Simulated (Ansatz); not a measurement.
Input:

GeTe$_{2}$Pb:
```yaml
crystal:
  lattice:
    - [4.35132, 0.00000, 0.00000]
    - [0.00000, 4.35132, 0.00000]
    - [0.00000, 0.00000, 6.15615]
  atoms:
    - { symbol: Ge, position: [0.00000, 0.00000, 0.00000] }
    - { symbol: Te, position: [0.00000, 0.00000, 0.50000] }
    - { symbol: Te, position: [0.50000, 0.50000, 0.00000] }
    - { symbol: Pb, position: [0.50000, 0.50000, 0.50000] }
```

This is the LDA-relaxed structure.

Problem. All from LDA (plane waves, PAW; program Ansatz), unless another level is named. Estimate the bulk modulus (Birch–Murnaghan fit).

Solution. 52.7 GPa.

Problem. Predict the highest zone-centre frequency.

Solution. 114 cm^-1.

Space group P4/mmm. The workflow started from a Materials Project entry (that database holds measured and hypothetical structures alike); the Crystallography Open Database copy checked does not list it. With Ge and Pb taken as one species the cell has the higher symmetry Fm-3m, so it may be an ordered model of a mixed-site phase. Its standing as an ambient phase is unchecked. The cell was relaxed with LDA under the symmetry of its start. At this level the phase is dynamically unstable (imaginary phonons). As this level gives no gap, phonon frequencies hold no LO–TO term and depend on the k-mesh and smearing (Fermi–Dirac, 0.1 eV here). Spin–orbit coupling is left out wherever it is not named.

Potentials: the later of the program's two PAW sets.
